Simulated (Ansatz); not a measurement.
Hf2InC:
```
CELL_PARAMETERS angstrom
      3.31358     0.00000     0.00000
     -1.65679     2.86964     0.00000
      0.00000     0.00000    14.80084
ATOMIC_POSITIONS crystal
  Hf 0.66667 0.33333 0.58223
  Hf 0.33333 0.66667 0.41777
  Hf 0.33333 0.66667 0.08223
  Hf 0.66667 0.33333 0.91777
  In 0.66667 0.33333 0.25000
  In 0.33333 0.66667 0.75000
  C  0.00000 0.00000 0.50000
  C  0.00000 0.00000 0.00000
```

Relaxed with r²SCAN. Special points in fractions of this cell's reciprocal vectors: Γ (0.000, 0.000, 0.000); M (0.500, 0.000, 0.000); K (0.333, 0.333, 0.000); A (0.000, 0.000, 0.500); L (0.500, 0.000, 0.500); H (0.333, 0.333, 0.500).

**Question.** List the band energies nearest the Fermi level at these points for plane-wave PAW r²SCAN (Ansatz code).

**Answer.** In eV from the Fermi level; about four levels below and three above (degenerate sets whole), none deeper than 8.9 eV; points with the same levels are listed once.

```tsv
k	below	above
Γ	-3.08 -3.08 -3.06 -3.06 -1.93	0.54 1.16 1.38 1.38
M	-1.74 -1.64 -1.15 -1.13	2.15 3.12 3.13
K	-1.22 -1.22 -1.21 -1.21 -0.02	1.55 1.79 1.79
A	-3.07 -3.07 -3.07 -3.07 -2.51 -2.51	0.91 0.91 1.39 1.39 1.39 1.39
L	-1.67 -1.67 -1.14 -1.14	2.63 2.63 3.39 3.39
H	-1.39 -1.39 -1.04 -1.04	0.69 0.69 1.73 1.73
```

Space group P6_3/mmc. The workflow started from a Materials Project entry (that database holds measured and hypothetical structures alike); the Crystallography Open Database copy checked does not list it. Whether it is the stable phase at ambient conditions was not checked. Symmetry was held in the r²SCAN relaxation; whether a distortion lowers the energy is not shown. The run is not spin-polarised. Scalar-relativistic: spin–orbit coupling is off unless named, which matters more the heavier the elements.

Potentials: the later of the program's two PAW sets.
